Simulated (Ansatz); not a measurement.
KBr:
```cif
data_Br4K4
_chemical_formula_sum 'K4 Br4'
_space_group_name_H-M_alt 'Fm-3m'
_space_group_IT_number 225
_space_group_name_Hall '-F 4 2 3'
_cell_length_a 6.70552
_cell_length_b 6.70552
_cell_length_c 6.70552
_cell_angle_alpha 90.000
_cell_angle_beta 90.000
_cell_angle_gamma 90.000
loop_
_atom_site_label
_atom_site_type_symbol
_atom_site_symmetry_multiplicity
_atom_site_Wyckoff_symbol
_atom_site_fract_x
_atom_site_fract_y
_atom_site_fract_z
_atom_site_occupancy
K1 K 4 a 0.00000 0.00000 0.00000 1
Br1 Br 4 b 0.50000 0.50000 0.50000 1
```
(The calculation used a cell of 2 atoms; values per cell refer to that cell.)

Relaxed with PBE.

Task: Give the optical modes at the zone centre with their infrared and Raman activity from DFPT, plane-wave PAW PBE (Ansatz code).

Result: Transverse frequencies, without the LO–TO term; a row sums one degenerate level.

```json
[
 {"ω (cm⁻¹)": "100", "degeneracy": "3", "IR ((D/Å)²/amu)": "3.40", "Raman (Å⁴/amu)": "0", "activity": "IR", "symmetry": "T1u"}
]
```

Task: How high does the top mode go among those that the LO–TO term moves?

Result: 151 cm⁻¹ for q along x.

The cell was relaxed with PBE under the symmetry of its start; phonons on a q-mesh show no instability.

Potentials: the later of the program's two PAW sets.
